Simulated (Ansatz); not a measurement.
CsTlO:
```
CsTlO
1.0
    7.14148     1.89192     0.00000
   -7.14148     1.89192     0.00000
   -1.86967     0.00000     6.34658
Cs Tl O
2 2 2
Direct
  0.12213   0.87787   0.34241
  0.87787   0.12213   0.65759
  0.34980   0.65020   0.14116
  0.65020   0.34980   0.85884
  0.75164   0.24836   0.20324
  0.24836   0.75164   0.79676
```

Relaxed with r²SCAN.

Task: Give the Bader charges and basin volumes of the independent atoms, plane-wave PAW r²SCAN (Ansatz code).

Result: 

| atom | Bader charge (e) | Bader volume (Å³) |
|---|---|---|
| Cs1 | +0.77 | 36.4 |
| Tl3 | +0.47 | 34.1 |
| O5 | -1.24 | 15.2 |

Space group C2/m. The workflow started from a Materials Project entry (that database holds measured and hypothetical structures alike); the Crystallography Open Database copy checked does not list it. Whether it is the stable phase at ambient conditions was not checked. The cell was relaxed with r²SCAN under the symmetry of its start; whether a distortion lowers the energy is not shown. Scalar-relativistic: spin–orbit coupling is off unless named, which matters more the heavier the elements.

Potentials: the later of the program's two PAW sets.
